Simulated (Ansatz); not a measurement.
## What a trial cell of Al2Cl relaxes into

Theory: DFT PBE, scalar-relativistic, plane waves, PAW (Ansatz 0.2.0). Cutoff 420 eV, Gaussian smearing, Γ-centred meshes. Cell and atoms relax first on a coarse mesh and then on a finer one. In between, the cell is made exact in the group found at 0.06 Å. In metals the finer mesh still leaves noise of several meV/atom or more. The steps can't lower the symmetry of their start. No spin polarisation.

The cell of Al2Cl is invented: random cell by space group and Wyckoff sites (Fm-3m, No. 225). Lengths were set from tabulated atomic sizes, so they are only a guess.

```xyz
3
Lattice="0.0000 3.2739 3.2739 3.2739 0.0000 3.2739 3.2739 3.2739 0.0000" Properties=species:S:1:pos:R:3 pbc="T T T"
Al    1.6370    1.6370    1.6370
Al    4.9109    4.9109    4.9109
Cl    3.2739    3.2739    3.2739
```

The zero of energy is the elements' standard structures at the same level (Cl₂ as a molecule); no fitted shifts are applied.

Question: Where does the relaxation end?

Answer: The symmetry stays Fm-3m (No. 225). The end has the anti-fluorite type. The volume per atom grows by 19.9 %, from 23.4 to 28.1 Å³. The shortest distance goes from 2.84 Å (Al–Cl) to 3.01 Å (Al–Cl). Conventional cell: a = 6.957 Å. Al has 4 Cl at 3.01 Å and 6 Al at 3.48 Å; Cl is surrounded by 8 Al at 3.01 Å.

```
Al Cl
1.0
     0.00000    3.47826    3.47826
     3.47826    0.00000    3.47826
     3.47826    3.47826    0.00000
Al Cl
2 1
Direct
  0.25000 0.25000 0.25000
  0.75000 0.75000 0.75000
  0.50000 0.50000 0.50000
```

Question: Give its energy and gap.

Answer: The formation energy is +0.47 eV/atom and the gap on the 12×12×12 mesh of the 3-atom cell is 0 eV (a metal).

The separate elements lie lower, so it is unstable against them.

The last run used Gaussian smearing of 0.10 eV. An odd number of electrons in the primitive cell allows no gap without spin; a larger cell or a magnetic state could open one. Symmetry constrained the relaxation, so the result can be a saddle point. In all, the 3 runs took 14 s on 1 thread of Arm Neoverse V2, with other jobs on the host.
